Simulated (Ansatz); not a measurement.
Ansatz input

```yaml
crystal:
  lattice:
    - [0.0, 2.8073440366, 2.8073440366]
    - [2.8073440366, 0.0, 2.8073440366]
    - [2.8073440366, 2.8073440366, 0.0]
  atoms:
    - { symbol: Pd, position: [0.125, 0.125, 0.125], spin: 0.422, spin_axis: [0, 0, 1] }
    - { symbol: Pd, position: [0.875, 0.875, 0.875], spin: 0.422, spin_axis: [0, 0, 1] }
hamiltonian:
  xc: lda
  pseudopotentials:
    kind: paw_fr
    azcp:
      Pd: "pseudopotentials/Pd.paw.azcp"
basis:
  ecutwfc: 420
  fft_grid_basis: typed
kpoints:
  mp_grid: { grid: [10, 10, 10], shift: [0, 0, 0] }
magnetization:
  noncollinear: true
  spin_orbit: true
scf:
  occupations: { method: fermi_dirac, width: 0.05 }
```

Output

```
Warning: the record states the generating functional pbe (its physics header spells it `PBE`), which answers neither for hamiltonian.xc's functional nor for the lda family's — results may be inconsistent (PPs are generated against a specific XC)
Engine: ansatz 0.2.0, x86_64-unknown-linux-gnu
Pseudopotentials: kind: paw_fr
Pseudopotential: Pd, paw_fr, valence charge 18, recommended cutoff 420 eV (normal) 
Functional definition: SPW92
  exchange = slater_x
  correlation = pw_c
Crystal: 2 atoms, lattice volume = 44.250 Å³
Basis set: ecut = 420 eV, 893 PW (Γ)
Bands: 44, of which v1, the nominal top of the filled ones, is band 36 counted from 1 (35 counted from 0)
Symmetry: 8 space group operations + 8 with time reversal
Magnetic group: BNS 141.557 (UNI 1217), of the structure as read, at distance tolerance 3.5e-5 Å
k-points: 102 of 1000 (time reversal used)
Projection manifold: j_resolved (fully-relativistic pseudo-atomic orbitals)
Non-local potential: Pd, projectors of the file, l = 0: 2, l = 1: 4, l = 2: 4, l = 3: 2
PAW form: soft (Blöchl's): semilocal exchange-correlation on the pseudo side does not see the compensation charge
PAW frozen core: Pd, regenerated for the run's functional, and the local potential with it (the file was generated under x = pbe(κ = 0.804, μ = 0.2195149727645171), c = pbe(β = 0.06672455060314922))
PAW one-centre angular grid: Pd, 590 points (default); XC on 64 Gauss nodes
Initial density: superposition of atomic densities (chi_scale 0.1, normalization cell)
Starting moments: Σ|m| = 0.844 μB on 2 of 2 sites
Initial wavefunctions: pseudopotential atomic-orbital guess
Functional: x = slater, c = lda
SCF iter   1: F=—  HF=-13693.245179 eV  |F-HF|=—  |Δ(HF+E_count)|=         —  Δρ=1.52e-1  dr2=1.23e1  dr2_m=2.19e-2  ethr=3.10e-3  |M|=6.23e-1 ∫|m|=6.30e-1 μB  |m|>n=0.0e0 m-floor=0.0e0 τ_xc=0.0e0  β_m=0.30  ⟨swp⟩=9.7  Hψ=23641  notcnv=0  defer=20
SCF iter   2: F=—  HF=-13691.118524 eV  |F-HF|=—  |Δ(HF+E_count)|=    2.13e0  Δρ=7.47e-2  dr2=3.13e0  dr2_m=2.82e-3  ethr=3.10e-3  |M|=7.23e-1 ∫|m|=7.29e-1 μB  |m|>n=0.0e0 m-floor=0.0e0 τ_xc=4.4e-21  β_m=0.30  ⟨swp⟩=3.0  Hψ=9235  notcnv=0  defer=136
SCF iter   3: F=—  HF=-13690.397145 eV  |F-HF|=—  |Δ(HF+E_count)|=   7.21e-1  Δρ=2.47e-2  dr2=1.31e-1  dr2_m=1.02e-3  ethr=3.10e-3  |M|=7.43e-1 ∫|m|=7.51e-1 μB  |m|>n=0.0e0 m-floor=0.0e0 τ_xc=5.9e-21  β_m=1.00  ⟨swp⟩=2.4  Hψ=7427  notcnv=0  defer=136
SCF iter   4: F=—  HF=-13690.370042 eV  |F-HF|=—  |Δ(HF+E_count)|=   2.71e-2  Δρ=5.00e-3  dr2=8.59e-3  dr2_m=4.94e-5  ethr=3.64e-4  |M|=7.50e-1 ∫|m|=7.63e-1 μB  |m|>n=0.0e0 m-floor=0.0e0 τ_xc=7.6e-21  β_m=1.00  ⟨swp⟩=2.1  Hψ=9143  notcnv=0  defer=221
SCF iter   5: F=—  HF=-13690.367592 eV  |F-HF|=—  |Δ(HF+E_count)|=   2.45e-3  Δρ=1.41e-3  dr2=3.82e-4  dr2_m=2.31e-5  ethr=2.39e-5  |M|=7.57e-1 ∫|m|=7.70e-1 μB  |m|>n=0.0e0 m-floor=0.0e0 τ_xc=1.1e-20  β_m=1.00  ⟨swp⟩=2.0  Hψ=6517  notcnv=0  defer=219
SCF iter   6: F=—  HF=-13690.368684 eV  |F-HF|=—  |Δ(HF+E_count)|=   1.09e-3  Δρ=3.36e-4  dr2=5.50e-5  dr2_m=8.44e-6  ethr=1.06e-6  |M|=7.61e-1 ∫|m|=7.75e-1 μB  |m|>n=0.0e0 m-floor=0.0e0 τ_xc=1.4e-20  β_m=1.00  ⟨swp⟩=2.6  Hψ=8310  notcnv=0  defer=219
SCF iter   7: F=—  HF=-13690.368692 eV  |F-HF|=—  |Δ(HF+E_count)|=   7.15e-6  Δρ=2.07e-4  dr2=7.00e-7  dr2_m=4.97e-6  ethr=1.53e-7  |M|=7.65e-1 ∫|m|=7.78e-1 μB  |m|>n=0.0e0 m-floor=0.0e0 τ_xc=1.6e-20  β_m=0.30  ⟨swp⟩=2.0  Hψ=6011  notcnv=0  defer=219
Mixer restart at iter 7: flushing history
spin-set hold released at iteration 7 (site moments contracting): the magnetisation degrees of freedom join the quasi-Newton model from the next iteration; the mixer history was flushed
SCF iter   8: F=—  HF=-13690.368717 eV  |F-HF|=—  |Δ(HF+E_count)|=   2.51e-5  Δρ=2.40e-4  dr2=2.72e-7  dr2_m=6.17e-6  ethr=2.78e-10  |M|=7.66e-1 ∫|m|=7.80e-1 μB  |m|>n=0.0e0 m-floor=0.0e0 τ_xc=1.8e-20  β_m=0.65  ⟨swp⟩=3.0  Hψ=10209  notcnv=0
SCF iter   9: F=—  HF=-13690.368747 eV  |F-HF|=—  |Δ(HF+E_count)|=   3.07e-5  Δρ=2.57e-4  dr2=4.90e-7  dr2_m=6.67e-6  ethr=7.56e-10  |M|=7.72e-1 ∫|m|=7.86e-1 μB  |m|>n=0.0e0 m-floor=0.0e0 τ_xc=2.4e-20  β_m=0.82  ⟨swp⟩=2.7  Hψ=8276  notcnv=0  defer=219
SCF iter  10: F=—  HF=-13690.368754 eV  |F-HF|=—  |Δ(HF+E_count)|=   6.97e-6  Δρ=1.70e-4  dr2=1.36e-5  dr2_m=2.30e-6  ethr=7.56e-10  |M|=7.76e-1 ∫|m|=7.91e-1 μB  |m|>n=0.0e0 m-floor=0.0e0 τ_xc=2.4e-20  β_m=0.70  ⟨swp⟩=3.0  Hψ=9921  notcnv=0  defer=219
SCF iter  11: F=—  HF=-13690.368753 eV  |F-HF|=—  |Δ(HF+E_count)|=   1.46e-6  Δρ=2.59e-5  dr2=2.76e-7  dr2_m=7.02e-8  ethr=7.56e-10  |M|=7.81e-1 ∫|m|=7.96e-1 μB  |m|>n=0.0e0 m-floor=0.0e0 τ_xc=2.5e-20  β_m=0.67  ⟨swp⟩=3.0  Hψ=9990  notcnv=0  defer=219
SCF iter  12: F=—  HF=-13690.368753 eV  |F-HF|=—  |Δ(HF+E_count)|=   2.18e-8  Δρ=4.61e-6  dr2=2.07e-9  dr2_m=2.68e-9  ethr=2.78e-10  |M|=7.82e-1 ∫|m|=7.96e-1 μB  |m|>n=0.0e0 m-floor=0.0e0 τ_xc=2.5e-20  β_m=0.83  ⟨swp⟩=3.0  Hψ=9708  notcnv=0
SCF iter  13: F=-13690.368753 eV  HF=-13690.368753 eV  |F-HF|=7.28e-12  |Δ(HF+E_count)|=  8.62e-10  Δρ=5.09e-7  dr2=9.06e-12  dr2_m=2.89e-11  ethr=5.75e-12  |M|=7.82e-1 ∫|m|=7.96e-1 μB  |m|>n=0.0e0 m-floor=0.0e0 τ_xc=2.5e-20  ⟨swp⟩=2.1  Hψ=8704  notcnv=0
SCF 1 converged in 13 iterations: F = -13690.368753 eV  dr2 = 9.06e-12
SCF converged after 13 iterations
Magnetization: |M| = 0.7819 μB,  M = (+0.0000, -0.0000, +0.7819) μB
Absolute magnetization: 0.7964 μB (∫|m|, with the PAW one-centre terms)
  site 0: m = (+0.0000, -0.0000, +0.3731) μB, |m| = 0.3731 μB  (R = 1.00 Å)
  site 1: m = (-0.0000, +0.0000, +0.3731) μB, |m| = 0.3731 μB  (R = 1.00 Å)
Free energy (F): -13690.368753 eV
Harris-Foulkes:  -13690.368753 eV  (|F-HF|=7.28e-12)
Internal energy: -13690.330486 eV  (E = F + TS)
E sigma→0 (E₀):  -13690.349619 eV
Entropy (-TS):   -0.038267 eV (-19.134 meV/atom)
Fermi energy:    11.316324 eV
--- Per-component energies (eV) ---
  E_band       = -580.440114
  E_kinetic    = 1027.899957
  E_local      = -5243.451115  (includes V_loc(G=0)·N_el)
  E_nonlocal   = 444.911964
  E_hartree    = 2137.415438
  E_xc         = -332.707816
  E_vxc        = -419.186022  (∫ρ·V_xc dr)
  E_paw        = -7249.646390  (= ΣΔE_a)
  E_vpaw       = -665.446397  (= ΣTr[D̂ρ^β])
  E_aug_tail   = 0.000391  (compensation charges beyond the density's cutoff)
  E_ewald      = -4476.121536
  E_core_change = 1.368619  (= ΣΔE_core)
  E_smearing   = -0.038267  (= −TS)
  E_closure    = 0.000000  (closes the sum)
  Σ components = -13690.368753   (vs F -13690.368753, Δ=0.00e0)
```
